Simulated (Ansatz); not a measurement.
**Ga3As2P: computed properties**

Theory: DFT PBE, scalar-relativistic, plane waves, PAW (Ansatz 0.2.0).

Plane waves to 420 eV, a k mesh through Γ of 12×12×2 on the computed 12-atom cell and Gaussian smearing (0.02 eV); no spin polarisation.

The structure is relaxed at this level of theory with its symmetry kept, and needn't be the ground state of this composition.

Space group P6_3mc (No. 186), hexagonal, a = 3.992 Å, c = 19.752 Å. Ga on its first site is surrounded by 4 As at 2.46–2.49 Å; Ga on its second site has 3 P at 2.43 Å and 1 As at 2.49 Å; Ga on its third site is surrounded by 1 P at 2.40 Å and 3 As at 2.46 Å; P is surrounded by 4 Ga at 2.40–2.43 Å; As on its first site is surrounded by 4 Ga at 2.46–2.49 Å; As on its second site has 4 Ga at 2.46–2.49 Å.

| Property | Result |
| --- | --- |
| Volume per atom | 153.3 bohr³ |
| Formation energy from the elements' standard states (uncorrected) | -0.359 eV/atom |
| Kohn–Sham band gap | 0.53 eV |
| Orbital (Löwdin) character of the top 1 eV of the valence band | As 4p 61 %, Ga 4p 20 %, P 3p 16 % |
| Orbital (Löwdin) character of the lowest 1 eV of the conduction band | Ga 4p 30 %, Ga 4s 27 %, As 4p 10 %, P 3p 10 %, As 4s 9 %, P 3s 7 %, unprojected 7 % |

The cell was found from a structure generator's guess, not taken from experiment. Kohn–Sham gaps at this level usually fall short of measured ones. Löwdin shares on free-atom orbitals overweight diffuse shells in the empty bands.
